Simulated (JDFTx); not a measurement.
System: Si(111) (Fd-3m bulk; lattice of mp-149, not re-optimised at this level), (2×1) cell of 12 atoms in 6 planes, area 25.66 Å² a face, 7.2 Å between the outermost planes in a cell 26.1 Å high; k mesh 3×6×1, Fermi width 0.003 Ha, no spin polarisation. Both faces carry CH3 and Br (1.00 monolayer in all).

Level of theory: PBE, GBRV ultrasoft potentials, plane waves to 20/100 Ha; code: JDFTx (a modified build). Each face has two sites a cell, capped by CH3 and CH3, CH3 and Br, or Br and Br, and relaxed in vacuum within the start's symmetry. The ionisation potential is minus the Kohn-Sham valence edge against vacuum. Energies are static: no zero-point or thermal terms.

```json
[
 {"caps": "all CH3", "energy of the cell (eV)": "-2111.702", "ionisation potential (eV)": "3.83"},
 {"caps": "half CH3, half Br", "energy of the cell (eV)": "-2445.763", "ionisation potential (eV)": "4.88"},
 {"caps": "all Br", "energy of the cell (eV)": "-2779.218", "ionisation potential (eV)": "5.32"}
]
```

A calculation by hand: the mixing energy a site, and the change of the surface dipole a site on going from CH3 to Br.

The cell has four sites (two a face). Mixing energy: [-2445.763 − ½(-2111.702 + -2779.218)]/4 = -76 meV a site; no gas reference enters. Within this ordered cell the caps prefer to mix. The ionisation potential changes by 1.49 eV. Read as a dipole layer, ΔIP = 4π(e²/4πε₀) p/A with A = 12.83 Å² a site and e²/4πε₀ = 14.40 eV Å gives p = 0.106 e Å = 0.51 D a site, negative end outward where positive. This takes the valence edge to be the same kind of state under both caps, which surface states can spoil.
